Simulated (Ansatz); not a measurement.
LiGeN:
Space group P6₃mc (No. 186); a = b = 2.9869 Å, c = 9.3538 Å, α = β = 90.00°, γ = 120.00°

```csv
atom,site,symmetry,x,y,z
Li,2b,3m.,0.3333,0.6667,0.2432
Ge,2a,3m.,0.0000,0.0000,0.4988
N,2b,3m.,0.6667,0.3333,0.1026
```

Relaxed at zero pressure with the program Ansatz at the r²SCAN level (PAW).

### Question
The volume is raised by 9 % and shape and atoms relax at that volume. What pressure results, and how do the axes share the change?

### Answer
-5.1 GPa; a 1.8 %, b 1.8 %, c 5.2 %; the energy rises by 19 meV/atom.

### Question
Give the new structure.

### Answer

Space group P6₃mc (No. 186); a = b = 3.0404 Å, c = 9.8399 Å, α = β = 90.00°, γ = 120.00°

| atom | site | symmetry | x | y | z |
|---|---|---|---|---|---|
| Li | 2b | 3m. | 0.3333 | 0.6667 | 0.2380 |
| Ge | 2a | 3m. | 0.0000 | 0.0000 | 0.0036 |
| N | 2b | 3m. | 0.6667 | 0.3333 | 0.1030 |

The phase is kept; no other phase was compared at this pressure.

Space group P6_3mc. The workflow started from a Materials Project entry (that database holds measured and hypothetical structures alike); the Crystallography Open Database copy checked does not list it. Whether it is the stable phase at ambient conditions was not checked. The r²SCAN relaxation kept the symmetry of its start; its stability against distortions is not shown here.

Potentials: the later of the program's two PAW sets.
